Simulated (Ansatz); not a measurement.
Consider the following.

LiCl:
```cif
data_ClLi
_chemical_formula_sum 'Li1 Cl1'
_space_group_name_H-M_alt 'P 1'
_space_group_IT_number 1
_cell_length_a 3.61454
_cell_length_b 3.61454
_cell_length_c 3.61454
_cell_angle_alpha 60.000
_cell_angle_beta 60.000
_cell_angle_gamma 60.000
loop_
_space_group_symop_operation_xyz
  'x, y, z'
loop_
_atom_site_label
_atom_site_type_symbol
_atom_site_fract_x
_atom_site_fract_y
_atom_site_fract_z
_atom_site_occupancy
Li1 Li 0.00000 0.00000 0.00000 1
Cl1 Cl 0.50000 0.50000 0.50000 1
```

This is the r²SCAN-relaxed structure.

**Question.** All from DFT-r²SCAN in the program Ansatz with PAW potentials, unless another level is named. Estimate the electronic dielectric constant ε∞ (DFPT).

**Answer.** 2.83.

**Question.** Give the Born charges (a third of the trace).

**Answer.** Li +1.17, Cl -1.17 e.

**Question.** Predict the static dielectric constant ε0 (ions relaxed, cell fixed).

**Answer.** 12.3.

**Question.** And the Bader charges?

**Answer.** Li +0.91, Cl -0.91 e.

Space group Fm-3m (rock salt). The r²SCAN relaxation kept the symmetry of its start.

Potentials: the earlier of the program's two PAW sets. The files were generated under PBE; for other functionals the program regenerates the frozen cores, and for LDA and PBEsol the local potential too.
